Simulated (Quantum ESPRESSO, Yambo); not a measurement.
**Levels of theory for the gap of SrAgSF**

SrAgSF (space group P4/nmm, No. 129): one geometry, one set of PBEsol (pw.x of Quantum ESPRESSO, ONCV potentials, scalar-relativistic) orbitals, self-energies from Yambo (4×4×1 Γ-centred k mesh, bands 9 to 237 and a 7 Ry block in the screening, 237 bands in G with the Bruneval-Gonze terminator, plasmon pole fitted at 27.2 eV).

The geometry is that of Materials Project entry mp-1078562, symmetrised and not relaxed again.

| level | gap Γ → Γ (eV) | rough Yambo cost |
|---|---|---|
| PBEsol (Quantum ESPRESSO) | 1.10 | – |
| exchange only (Hartree-Fock self-energy on PBEsol orbitals) | 8.48 | about 1/30 (6 states) |
| static COHSEX@PBEsol | 2.60 | within a factor of two (2 states) |
| G0W0@PBEsol, plasmon pole | 2.20 | 1 (6 states) |

Bare exchange has no screening and gives the widest gap; static COHSEX screens it but leaves out the frequency dependence, which G0W0 restores.

Costs are rough ratios of core time on shared machines.

Nearest settings tried, and what they do to the gap: 159 bands in G: +3 meV; 159 bands in W, 159 bands in G: +30 meV; 6 Ry block (257 vectors against 339): -14 meV; 2×2×1 mesh: -129 meV. So the settings aren't converged at that level.

Spin-orbit splittings are left out.

The structure is a Materials Project entry; no match was found in the copy of COD used, and its stability was not checked.
